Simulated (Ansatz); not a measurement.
Ge:
```
Ge
1.0
   -3.50121     3.50121     3.50121
    3.50121    -3.50121     3.50121
    3.50121     3.50121    -3.50121
Ge
6
Direct
  0.50000   0.75000   0.25000
  0.25000   0.50000   0.75000
  0.75000   0.50000   0.25000
  0.50000   0.25000   0.75000
  0.25000   0.75000   0.50000
  0.75000   0.25000   0.50000
```

Relaxed with r²SCAN.

### Question
Map the electron localisation function on the plane through (0.250, 0.500, 0.750) spanned by u = [1, 1, 0] and v = [1, 0, 1] in lattice vectors, from r²SCAN (plane waves, PAW; program Ansatz).

### Answer
x is the fraction of u, y of v (the angle between them is 90°; rows are the nearest grid lines); atoms in the plane: Ge at (0.00, 0.00), Ge at (0.00, 0.50), Ge at (0.25, 0.75), Ge at (0.75, 0.75).
```
|000245776532110000000011235677542000|
|002468998754321100001123457899864200|
|234579997655432100001234556799975432|
|556898654444444311113444444456898655|
|557876532123445321123544321235678755|
|224554200001345421124543100002455422|
|123544200000345431134543000002445321|
|446765421013445421124544310124567644|
|557887543334444321123444433345788755|
|345689986555443110011344555689986543|
|113568998765432100001234567899865311|
|000246787543210000000012345787642000|
|000245665431100000000001134566542000|
|113444543110000000000000011345444311|
|344444432100000000000000001234444443|
|555443210000000000000000000012344555|
|443321100000000000000000000001123344|
|111110000000000000000000000000011111|
|211110000000000000000000000000011112|
|544432110000000000000000000011234445|
|555543211000000000000000000112345555|
|233444432100000000000000001234444332|
|002344543210000000000000012345443200|
|000245776532110000000011235677542000|
```
Scale: ten equal steps from 0.000 (start of '0') to 0.799 (end of '9'), in the order '0123456789'; x runs from 0.000 to 1.00, y from 0.000 (bottom) to 1.00 (top).

The density is the valence pseudo-density with augmentation charge, so density and ELF within about 1 Å of a nucleus are not all-electron values.

Space group Im-3m. The start of the workflow was typed in or built on a structure type; the Crystallography Open Database copy checked does not list it. It is not the phase usual at ambient conditions (space group No. 227). The cell was relaxed with r²SCAN under the symmetry of its start; its stability against distortions is not shown here. The volume moved by 22 % from the start of the relaxation.

Potentials: the later of the program's two PAW sets.
